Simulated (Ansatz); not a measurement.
**EuNi3: energy against volume and a worked fit**

It takes space group Pm-3m (No. 221, cubic). Conventional cell: a = 3.888 Å, b = 3.888 Å, c = 3.888 Å, α = 90.00°, β = 90.00°, γ = 90.00°. Eu (site symmetry m-3m) has 12 Ni at 2.75 Å as nearest neighbours. Around Ni (site symmetry 4/mmm) lie 4 Eu at 2.75 Å and 8 Ni at 2.75 Å.

The cell comes from a database or a generator and needn't be the stable form of this composition.

The cell was scaled at fixed shape and fractions and run with Ansatz, Ansatz PAW, cutoff 420 eV; PBE, k mesh 7 × 7 × 7 on the cell of 4 atoms, fermi-dirac occupations of 0.05 eV, collinear spin, ferromagnetic start, no spin-orbit coupling. Energies are those that the program minimises, any entropy of the smearing included. For a metal such a mesh isn't converged to the digits shown. The magnetic state is the one that the start led to, which needn't be the lowest. Plain semilocal runs treat an open f shell poorly.

```csv
V (Å³/atom),energy over the lowest row (meV/atom)
13.8109,27.95
14.1047,14.12
14.3986,5.21
14.6924,0.64
14.9863,0.00
15.2801,?
15.5740,8.79
```

Task: Fit the third-order Birch-Murnaghan form, give V0, B0 and B′, and predict the energy left open.

Result: With y = (V0/V)^(2/3), E = E0 + (9 V0 B0/16) [(y - 1)³ B′ + (y - 1)² (6 - 4y)]. Least squares through the rows shown give V0 = 14.8902 Å³/atom, E0 = -0.19 meV, B0 = 99.86 GPa (1 eV/Å³ = 160.218 GPa) and B′ = 4.72, with a largest miss of 0.01 meV. At V = 15.2801 the form with these constants gives 2.84 meV; the run gave 2.84 meV an atom.
